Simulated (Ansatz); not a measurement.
A distorted cell of Cd (hcp, Mg type):

```yaml
crystal:
  lattice:
    - [2.93210, 0.00000, 0.00000]
    - [-1.46605, 2.53927, 0.00000]
    - [0.00000, 0.00000, 5.73938]
  atoms:
    - { symbol: Cd, position: [0.33333, 0.66667, 0.75000] }
    - { symbol: Cd, position: [0.66667, 0.33333, 0.25000] }
```

Calculation: r2SCAN (plane waves to 500 eV, PAW, scalar-relativistic; Ansatz, a first-principles code). k mesh 18×18×8 (Γ-centred), Fermi-Dirac smearing 0.05 eV. Energies are smeared free energies. Stress and pressure are positive under compression. Cd was relaxed with its symmetry unable to fall.

Give the stress tensor in GPa and the pressure.


```
    2.3      0.0      0.0
    0.0      2.3      0.0
    0.0      0.0      1.2
```
The pressure, a third of the trace, is 1.9 GPa.

It is the relaxed cell scaled evenly to V/V₀ = 0.970, atoms relaxed where free. What is its energy relative to the relaxed cell?

4 meV/atom.

(Under strain, the slope of the energy per volume gives the stress and its curvature an elastic modulus.)
